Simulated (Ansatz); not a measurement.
CaMg2Bi2:
```
CELL_PARAMETERS angstrom
      4.73541     0.00000     0.00000
     -2.36770     4.10098     0.00000
      0.00000     0.00000     7.59428
ATOMIC_POSITIONS crystal
  Ca 0.00000 0.00000 0.00000
  Mg 0.66667 0.33333 0.37106
  Mg 0.33333 0.66667 0.62894
  Bi 0.33333 0.66667 0.23700
  Bi 0.66667 0.33333 0.76300
```

Relaxed with PBEsol.

Q: Map the valence electron density (e/Å³), cut off at 1 on the plane through (0.000, 0.000, 0.000) spanned by u = [0, 0, 1] and v = [1, -1, 0] in lattice vectors, from the program Ansatz at the PBEsol level (PAW).

A: x is the fraction of u, y of v (the angle between them is 90°; rows are the nearest grid lines); atoms in the plane: Ca at (0.00, 0.00), Mg at (0.37, 0.67), Mg at (0.63, 0.33), Bi at (0.24, 0.33), Bi at (0.76, 0.67).
```
|999993100000000000000000000000001399999|
|999962000000000000000000000000000269999|
|999731000000000000000000000000000138999|
|221100000000000000000000000000110111222|
|000000000000000000000000111222222111000|
|000000000000111100000111235799975321100|
|000000000001246521001112359999999632100|
|000000000017999999211123699999999963110|
|000000000019999999211123699999999963110|
|000000000012699982111122479999999742100|
|000000000011123211001112358999998531100|
|000000111111111110000111123344432211000|
|000112234443321111000011111111111000000|
|001135899999853211100112321110000000000|
|001247999999974221111289996210000000000|
|011369999999996321112999999910000000000|
|011369999999996321112999999710000000000|
|001236999999953211100125642100000000000|
|001123579997532111000001111000000000000|
|000111222222111000000000000000000000000|
|222111011000000000000000000000000001122|
|999831000000000000000000000000000137999|
|999962000000000000000000000000000269999|
|999993100000000000000000000000001399999|
```
Scale: ten equal steps from 0.010 (start of '0') to 1.00 (end of '9'), in the order '0123456789'; x runs from 0.000 to 1.00, y from 0.000 (bottom) to 1.00 (top).

The density is the valence pseudo-density with augmentation charge, so density and ELF within about 1 Å of a nucleus are not all-electron values.

Space group P-3m1. The workflow started from a Materials Project entry (that database holds measured and hypothetical structures alike); the Crystallography Open Database files this formula in space group No. 164, but the cells were not matched. Its standing as an ambient phase is unchecked. The cell was relaxed with PBEsol under the symmetry of its start; whether a distortion lowers the energy is not shown. Scalar-relativistic: spin–orbit coupling is off unless named, which matters more the heavier the elements.

Potentials: the later of the program's two PAW sets.
